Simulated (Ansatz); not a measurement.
**Ansatz 0.2.0, relaxation: KInN2Cl6**

The command:

```bash
ansatz run input.yaml --threads 2 --pin off --max-ram 3584MiB --backend cpu --events-out ev --progress --plain --runs-dir out
```

Input:

```yaml
crystal:
  lattice:
    - [0.0, 4.753912, 4.753912]
    - [4.753912, 0.0, 4.753912]
    - [4.753912, 4.753912, 0.0]
  atoms:
    - { symbol: In, position: [0.0, 0.0, 0.0] }
    - { symbol: K, position: [0.5, 0.5, 0.5] }
    - { symbol: "N", position: [0.25, 0.25, 0.25] }
    - { symbol: "N", position: [0.75, 0.75, 0.75] }
    - { symbol: Cl, position: [0.228, 0.228, 0.772] }
    - { symbol: Cl, position: [0.772, 0.772, 0.228] }
    - { symbol: Cl, position: [0.772, 0.228, 0.228] }
    - { symbol: Cl, position: [0.228, 0.772, 0.772] }
    - { symbol: Cl, position: [0.228, 0.772, 0.228] }
    - { symbol: Cl, position: [0.772, 0.228, 0.772] }
  symmetry: { tolerance: 0.0003 }
kpoints:
  mp_grid: { grid: [6, 6, 6], shift: [0, 0, 0] }
magnetization:
  spin_polarized: false
scf:
  occupations: { method: fermi_dirac, width: 0.0179 }
  lower_state_search: "off"
hamiltonian:
  pseudopotentials: { kind: paw }
  xc: pbe
basis:
  ecutwfc: 420
  fft_grid_basis: typed
relax:
  max_steps: 80
  cell: { p_target: 0.0 }
output:
  forces: true
  stress: true
  eigenvalues: true
  bader: true
  populations: true
  elf: true
  write_potential: true
  volumetric_format: npy
  dos:
    e_range: [-12, 8]
    de: 0.05
    projected: { site_lists: { Cl: [Cl], In: [In], K: [K], "N": ["N"] } }
  write_density: true
checkpoint:
  read: saved_state
```

Origin of the cell: a known structure type with other elements, at an estimated volume, so it need not be a known compound.

The saved state is a converged single point of the same cell.

Steps («new basis» is an SCF on plane waves selected anew at the same cell):

```csv
step,ΔF (meV/atom),max force component (eV/Å),P (GPa),volume (Å³),SCF iterations,step was
1,0.0,5.022,24.95,214.87,7,accepted
2,-463.8,0.001,7.66,248.46,7,accepted
3,-563.5,0.313,2.55,284.71,9,accepted
4,-577.9,0.103,0.68,301.48,8,accepted
5,-579.0,0.015,0.06,307.84,7,accepted
6,-579.0,0.003,0.00,308.40,6,accepted
7,-602.6,0.001,0.84,308.40,10,new basis
8,-605.9,0.002,0.23,320.29,8,accepted
9,-605.9,0.006,-0.04,327.15,8,accepted
10,-606.9,0.006,-0.04,327.15,8,new basis
```

The starting structure.

Space group Fm-3m (No. 225); the run's cell has a = 6.723 Å, b = 6.723 Å, c = 6.723 Å, α = 60.00°, β = 60.00°, γ = 60.00°. Shortest distances: Cl–In 2.17 Å, Cl–K 2.59 Å, Cl–Cl 3.07 Å, Cl–N 3.37 Å.

After:

Space group Fm-3m (No. 225); the run's cell has a = 7.734 Å, b = 7.734 Å, c = 7.734 Å, α = 60.00°, β = 60.00°, γ = 60.00°. Shortest distances: Cl–In 2.51 Å, Cl–K 2.96 Å, Cl–Cl 3.55 Å.

```yaml
crystal:
  lattice:
    - [0.00000, 5.46897, 5.46897]
    - [5.46897, 0.00000, 5.46897]
    - [5.46897, 5.46897, 0.00000]
  atoms:
    - { symbol: In, position: [0.00000, 0.00000, 0.00000] }
    - { symbol: K, position: [0.50000, 0.50000, 0.50000] }
    - { symbol: N, position: [0.25000, 0.25000, 0.25000] }
    - { symbol: N, position: [0.75000, 0.75000, 0.75000] }
    - { symbol: Cl, position: [0.22939, 0.22939, 0.77061] }
    - { symbol: Cl, position: [0.77061, 0.77061, 0.22939] }
    - { symbol: Cl, position: [0.77061, 0.22939, 0.22939] }
    - { symbol: Cl, position: [0.22939, 0.77061, 0.77061] }
    - { symbol: Cl, position: [0.22939, 0.77061, 0.22939] }
    - { symbol: Cl, position: [0.77061, 0.22939, 0.77061] }
```

```yaml
Free_energy_lowered_by: 606.9 meV/atom
Volume_change: 52.25 %
Final_pressure: -0.04 GPa
Relaxation_steps_listed: 10
Gap_on_the_mesh: none (metal)
```

Caveats: no spin, though holes on the anions or broken bonds may carry moments; the given cell is far from equilibrium, with atoms too close or a volume far off; the relaxation held the start's symmetry, so the end may be a saddle point.

Time: 86 s on 2 threads of Arm Neoverse V2 (shared host), peak memory 0.72 GiB, from a saved density.
